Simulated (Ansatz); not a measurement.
B2Ir (P6/mmm), relaxed with r²SCAN (Ansatz, a program for electronic structure, plane waves, PAW): a = b = 3.0960 Å, c = 3.2263 Å, α = β = 90.00°, γ = 120.00°.

```
Quantity              Result
--------------------  ------
ΔH_f (eV/atom)          0.54
B₀ by P(V) fit (GPa)     298
```

Q: The same phase is relaxed and computed with PBE in the same code. What are the cell and these values now?

A: a = b = 3.105 Å, c = 3.247 Å, α = β = 90.00°, γ = 120.00°.

ΔH_f (eV/atom): 0.51
B₀ by P(V) fit (GPa): 286

Constructed cells (a structure type filled with these elements, in neither database checked): B2Ir, P6/mmm (Ir on 1a, B on 2d). Unstable at this level: B2Ir, P6/mmm (Ir on 1a, B on 2d) with r²SCAN. All cells were relaxed under the symmetry of their starts (and spin orders); stability against distortions was not tested throughout. Rows with no word on spin ran without spin polarisation. Scalar-relativistic: spin–orbit coupling is off unless named, which matters more the heavier the elements.

Potentials: the earlier of the program's two PAW sets.

Ansatz is a plane-wave DFT program.

Formation energies count from the lowest solids of the elements computed at the same level, not from gases.
